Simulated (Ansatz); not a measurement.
Sc₂BC₂:
```yaml
crystal:
  lattice:
    - [-1.66667, 1.66667, 5.32969]
    - [1.66667, -1.66667, 5.32969]
    - [1.66667, 1.66667, -5.32969]
  atoms:
    - { symbol: B, position: [0.00000, 0.00000, 0.00000] }
    - { symbol: Sc, position: [0.34753, 0.34753, 0.00000] }
    - { symbol: Sc, position: [0.65247, 0.65247, 0.00000] }
    - { symbol: C, position: [0.13855, 0.13855, 0.00000] }
    - { symbol: C, position: [0.86145, 0.86145, 0.00000] }
```

Relaxed with r²SCAN.

**Question.** Give the Bader charges and basin volumes of the independent atoms, DFT-r²SCAN in the program Ansatz with PAW potentials.

**Answer.** 

| atom | Bader charge (e) | Bader volume (Å³) |
|---|---|---|
| B1 | +1.47 | 6.0 |
| Sc2 | +1.72 | 9.9 |
| C4 | -2.45 | 16.7 |

Space group I4/mmm. The workflow started from an entry of the Crystallography Open Database (COD). Whether it is the stable phase at ambient conditions was not checked. The cell was relaxed with r²SCAN under the symmetry of its start; its stability against distortions is not shown here. The run is not spin-polarised.

Potentials: the later of the program's two PAW sets.
